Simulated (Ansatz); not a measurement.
# Fixed-spin-moment curve of EuCuO2 (R-3m)

```yaml
crystal:
  lattice:
    - [1.81500, 1.04789, 5.69000]
    - [-1.81500, 1.04789, 5.69000]
    - [0.00000, -2.09578, 5.69000]
  atoms:
    - { symbol: Eu, position: [0.50000, 0.50000, 0.50000] }
    - { symbol: Cu, position: [0.00000, 0.00000, 0.00000] }
    - { symbol: O, position: [0.10800, 0.10800, 0.10800] }
    - { symbol: O, position: [0.89200, 0.89200, 0.89200] }
```

Geometry: a structure as deposited in COD; nothing is relaxed.

Common settings: LDA, 9×9×9 k mesh, Fermi–Dirac smearing of 0.03 eV. PAW means Ansatz 0.2.0 on its default frozen-core files; LAPW is all-electron LAPW in Ansatz 0.2.0. Site moments are integrated in spheres about the atoms, whose radii differ between the methods. Start moments of the first PAW run (μB): Eu1 7.

Each run fixes M = N↑ − N↓ with two Fermi levels; the holding field B = (E_F↑ − E_F↓)/2μB is the slope of the free energy against M over μB. Energies count from each method's free run. The held moment starts on the atoms that carry the free run's moments.

The free PAW run: Site moments (μB): Eu1 6.03, Cu2 -0.09, O3 -0.09, O4 -0.09. Cell moment 6.00 μB.

```tsv
M (μB/cell)	ΔF PAW (meV/cell)	ΔF LAPW (meV/cell)	B, PAW (T)	largest site moment, PAW (μB)	pressure, PAW (GPa)
5.40	+777.8	+779.1	?	5.89	-6.8
6.60	+313.5	–	+12639	6.12	-4.2
7.50	+1374.7	+1364.4	+26929	6.33	-1.5
9.00	+4145.0	+4128.3	+35877	6.45	?
```

Question: Fill in "B, PAW (T)" for the row "5.40".

Answer: -24055.

Question: What belongs in the row "9.00", column "pressure, PAW (GPa)"?

Answer: 2.0.

Against an unpolarised PAW run, spin polarisation gains 1469.3 meV per atom; the pressure goes from -10.8 to -6.1 GPa.

Question: Check μB·B = dF/dM between M = 6.60 and 7.50 μB with the PAW numbers.

Answer: ΔF/ΔM = +1061.2 meV / 0.90 = +1179.1 meV per μB, which is +20370 T with μB = 0.05788 meV/T. The mean of the two holding fields is +19784 T. The slope equals the mean of B over the step, so the two agree where B(M) is nearly straight between its ends, and here they lie within a tenth of each other.

Separate runs put a uniform field on the spins (g = 2):

```
field (T)  M PAW (μB/cell)  M LAPW (μB/cell)
      200            6.000                 –
     1000            6.000                 –
     3000            6.000             6.000
```

The PAW files were made with PBE; the program remakes their cores once for the run's functional and then keeps them frozen. Without U a semilocal functional puts the f levels too near the Fermi level, which can change moments and the order of magnetic states; site and cell moments are spin moments. Spin–orbit coupling is left out although heavy atoms are present. With open f shells a run can end in a state that isn't the lowest. The magnetic state is the one that this cell and start allow. It needn't be the compound's measured order, which may need a larger cell or be absent. Left out because they would open the f shell, whose fillings are many: PAW, total moment held at 0 μB; PAW, total moment held at 1.98 μB; PAW, total moment held at 4.02 μB.
